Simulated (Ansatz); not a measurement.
HfN (rock salt), relaxed with r²SCAN (Ansatz, a program for electronic structure, plane waves, PAW): a = b = c = 4.5255 Å, α = β = γ = 90.00°.

```
Property              Result
--------------------  ------
ΔH_f (eV/atom)         -1.87
B₀ by P(V) fit (GPa)     282
```

Question: The same phase is relaxed and computed with PBE in the same code. What are the cell and these values now?

Answer: a = 4.548 Å, b = 4.548 Å, c = 4.548 Å, α = 90.00°, β = 90.00°, γ = 90.00°.

- ΔH_f (eV/atom): -1.65
- B₀ by P(V) fit (GPa): 263

All cells were relaxed under the symmetry of their starts (and spin orders); stability against distortions was not tested throughout. Rows with no word on spin ran without spin polarisation. Spin–orbit coupling is left out wherever it is not named.

Potentials: the later of the program's two PAW sets.

Ansatz is a plane-wave DFT program.

Formation energies count from the lowest solids of the elements computed at the same level, not from gases.
